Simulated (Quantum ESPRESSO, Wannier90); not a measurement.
**Ag (fcc (Cu type)): Wannier90 run**

```xyz
1
Lattice="0.0000 2.0522 2.0522 2.0522 0.0000 2.0522 2.0522 2.0522 0.0000" Properties=species:S:1:pos:R:3 pbc="T T T"
Ag     0.0000     0.0000     0.0000
```

Structure: Materials Project mp-124, symmetrised, not relaxed again. This is the element's usual structure. Computed values, not measurements, from PBEsol: Quantum ESPRESSO (norm-conserving PseudoDojo potentials, cutoff 66 Ry, spinors with spin-orbit coupling) on a Γ-centred 10×10×10 mesh, then Wannier90. Density: 18×18×18 mesh, cold smearing 0.01 Ry.

The plane-wave run has 42 bands and 19 electrons a cell. On the energy scale of pw.x, whose zero is arbitrary, the Fermi level lies at 16.89 eV.

Isolated groups of bands, relative to the Fermi level (bands from 9 on overlap up to the last one computed):

```tsv
bands	from (eV)	to (eV)	filling	weight on atomic waves
1–2	-91.75	-91.73	filled	Ag 4s 99 %
3–4	-58.82	-58.75	filled	Ag 4p 100 %
5–8	-53.73	-53.60	filled	Ag 4p 100 %
```

Input w.win, without the blocks of cell, atoms and k-points (1000 lines):

```
num_bands = 34
num_wann = 18
exclude_bands = 1-8
spinors = true
num_iter = 800
conv_tol = 1.0e-6
conv_window = 4
dis_num_iter = 1000
dis_conv_tol = 1.0e-6
dis_froz_max = 33.61
write_hr = true
write_u_matrices = true
begin projections
Ag: s;p;d
end projections
mp_grid = 10 10 10
```

wannier90.x stops with:
```
dis_windows: More states in the frozen window than target WFs
```
At some k-point more bands lie below dis_froz_max than there are Wannier functions, and every frozen state has to fit into the subspace. Mended as below, all else unchanged, the run goes through (Ω_I = 13.6 Å²) and follows the plane-wave bands to 8.0 meV rms (states up to 1.0 eV relative to the Fermi level).
```
dis_froz_max = 18.39
```
